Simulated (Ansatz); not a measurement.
Nb$_{3}$Ru:
```cif
data_Nb12Ru4
_chemical_formula_sum 'Nb12 Ru4'
_space_group_name_H-M_alt 'Fm-3m'
_space_group_IT_number 225
_space_group_name_Hall '-F 4 2 3'
_cell_length_a 6.43221
_cell_length_b 6.43221
_cell_length_c 6.43221
_cell_angle_alpha 90.000
_cell_angle_beta 90.000
_cell_angle_gamma 90.000
loop_
_atom_site_label
_atom_site_type_symbol
_atom_site_symmetry_multiplicity
_atom_site_Wyckoff_symbol
_atom_site_fract_x
_atom_site_fract_y
_atom_site_fract_z
_atom_site_occupancy
Nb1 Nb 8 c 0.25000 0.25000 0.25000 1
Nb2 Nb 4 b 0.50000 0.50000 0.50000 1
Ru1 Ru 4 a 0.00000 0.00000 0.00000 1
```
(The calculation used a cell of 4 atoms; values per cell refer to that cell.)

Relaxed with r²SCAN.

Question: Which orbitals make up the states near the Fermi level in the program Ansatz at the r²SCAN level (PAW)?

Answer: Within 0.5 eV of the Fermi level: Nb 4d 66 %, Ru 4d 20 %, Nb 5s 7 %. Projections are on Löwdin-orthogonalised atomic valence shells; empty p or d shells of many metals are not among them.

Question: Tabulate the density of states.

Answer: States/eV per cell of 4 atoms, in 0.25 eV bins, energy from the Fermi level.

```
E (eV)  total  Nb 4d  Ru 4d  Nb 5s
------  -----  -----  -----  -----
-7.10    0.00   0.00   0.00   0.00
-6.85    0.05   0.00   0.00   0.03
-6.60    0.14   0.00   0.00   0.09
-6.35    0.20   0.00   0.00   0.13
-6.10    0.25   0.00   0.00   0.16
-5.85    0.31   0.01   0.00   0.19
-5.60    0.37   0.01   0.00   0.23
-5.35    0.45   0.03   0.01   0.27
-5.10    0.56   0.05   0.02   0.32
-4.85    1.11   0.35   0.14   0.39
-4.60    3.43   1.62   0.72   0.62
-4.35    4.01   1.96   0.97   0.57
-4.10    4.59   2.18   1.52   0.60
-3.85    5.99   2.83   2.21   0.63
-3.60    6.44   3.00   2.61   0.51
-3.35    5.07   2.47   2.12   0.26
-3.10    4.69   1.94   2.53   0.08
-2.85   10.14   3.35   6.54   0.06
-2.60    3.52   1.53   1.73   0.13
-2.35    2.88   1.68   0.93   0.15
-2.10    2.46   1.60   0.60   0.16
-1.85    2.86   1.88   0.66   0.19
-1.60    5.96   4.58   0.94   0.25
-1.35    6.05   4.54   0.97   0.32
-1.10    5.03   3.65   0.85   0.29
-0.85    5.24   3.79   0.77   0.36
-0.60    4.47   3.20   0.66   0.32
-0.35    3.68   2.49   0.70   0.25
-0.10    2.43   1.55   0.53   0.18
0.15     2.12   1.34   0.50   0.15
0.40     0.94   0.60   0.13   0.09
0.65     2.08   1.31   0.49   0.11
0.90     3.86   2.50   0.92   0.16
1.15     4.60   2.94   1.31   0.14
1.40     7.11   4.78   1.95   0.11
1.65     5.90   4.39   1.13   0.11
1.90     4.46   3.26   0.72   0.12
2.15     2.21   1.66   0.36   0.05
2.40     1.55   1.26   0.23   0.02
2.65     3.18   2.67   0.39   0.06
2.90     2.87   2.26   0.43   0.08
3.15     2.81   2.22   0.40   0.06
3.40     5.68   4.97   0.40   0.08
3.65     4.96   4.48   0.21   0.07
```

The workflow started from a Materials Project entry (that database holds measured and hypothetical structures alike); the Crystallography Open Database copy checked does not list it. With Nb and Ru taken as one species the cell has the higher symmetry Im-3m, so it may be an ordered model of a mixed-site phase. Whether it is the stable phase at ambient conditions was not checked. The r²SCAN relaxation kept the symmetry of its start; its stability against distortions is not shown here. The run is not spin-polarised. Spin–orbit coupling is left out wherever it is not named.

Potentials: the later of the program's two PAW sets.
